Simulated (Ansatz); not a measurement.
TaAs:
```yaml
crystal:
  lattice:
    - [-1.71434, 1.71434, 5.79210]
    - [1.71434, -1.71434, 5.79210]
    - [1.71434, 1.71434, -5.79210]
  atoms:
    - { symbol: Ta, position: [0.75030, 0.25030, 0.50000] }
    - { symbol: Ta, position: [0.00030, 0.00030, 0.00000] }
    - { symbol: As, position: [0.33230, 0.83230, 0.50000] }
    - { symbol: As, position: [0.58230, 0.58230, 0.00000] }
```

Relaxed with PBEsol.

**Question.** Decompose the optical modes at the zone centre into irreducible representations, and say which are infrared and Raman allowed.

**Answer.** Point group 4mm: Γ_opt = A1 + 2B1 + 3E. Infrared: A1, E. Raman: A1, B1, E.

**Question.** Assign frequencies (DFPT, the program Ansatz at the PBEsol level (PAW)).

**Answer.** E 127, B1 169, E 232, A1 250, B1 259, E 262 cm⁻¹.

Subscripts of B labels follow the axes of the standard setting.

Space group I4_1md. The PBEsol relaxation kept the symmetry of its start; of distortions, only those at the zone centre were tested. No spin polarisation was allowed. A small band overlap can be real or an error of a semilocal functional. As this level gives no gap, phonon frequencies hold no LO–TO term and depend on the k-mesh and smearing (Fermi–Dirac, 0.1 eV here). Scalar-relativistic: spin–orbit coupling is off unless named, which matters more the heavier the elements.

Potentials: the earlier of the program's two PAW sets.
